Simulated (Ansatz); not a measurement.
Ni (hcp, Mg type)

```xyz
2
Lattice="2.4468 0.0000 0.0000 -1.2234 2.1190 0.0000 0.0000 0.0000 4.0174" Properties=species:S:1:pos:R:3 pbc="T T T"
Ni     0.0000     1.4127     1.0043
Ni     1.2234     0.7063     3.0130
```

This relaxed cell (volume V₀) is scaled evenly in all directions, its shape held. Symmetry pins the atoms to their sites.

Computed with PBEsol (plane waves to 420 eV, PAW, scalar-relativistic; Ansatz, an electronic-structure program). k mesh 23×23×12 (Γ-centred), Fermi-Dirac smearing 0.05 eV. E stands for the smeared free energy. Stress and pressure are positive under compression. With the shape held, the modulus is that of even scaling; a crystal free to change shape is softer. Ni was relaxed with its symmetry unable to fall. Relaxed Ni ends ferromagnetic. This is one of several known forms of Ni; the measured ambient cells at hand have space group No. 225. Other magnetic orders were not checked, so this need not be the ground state. The zero of ΔE is the relaxed starting cell. The last digit holds for this mesh only.

| V (Å³/atom) | ΔE (meV/atom) |
|---|---|
| 8.748 | withheld |
| 9.026 | 173.5 |
| 9.304 | 104.7 |
| 9.581 | 55.5 |
| 9.859 | 23.3 |
| 10.137 | 5.5 |
| 10.415 | 0.0 |
| 10.692 | 5.0 |
| 10.970 | 19.1 |
| 11.248 | 40.8 |
| 11.526 | 69.1 |
| 11.803 | 103.0 |
| 12.081 | 141.6 |

Problem. Fit a third-order Birch-Murnaghan form (E₀, V₀, B₀, B₀′ free) to the given rows and predict ΔE at V = 8.748.

Solution. Least squares on the 12 given rows: ΔE = E₀ + (9V₀B₀/16)·y²·[2 + (B₀′ − 4)y], y = (V₀/V)^(2/3) − 1, with V₀ = 10.413 Å³/atom, B₀ = 227.3 GPa (160.2 GPa = 1 eV/Å³; the term in eV is multiplied by 1000), B₀′ = 4.88, E₀ = 0.01 meV/atom; root-mean-square residual 0.07 meV/atom. At 8.748 the fit gives 265.8 meV/atom; the calculation gives 265.6 meV/atom, so the extrapolation is off by 0.2 (+0.1 %). For the pressure the fit gives 60.7 GPa against the computed 60.5 GPa.

(Under strain, the slope of the energy per volume gives the stress and its curvature an elastic modulus.)
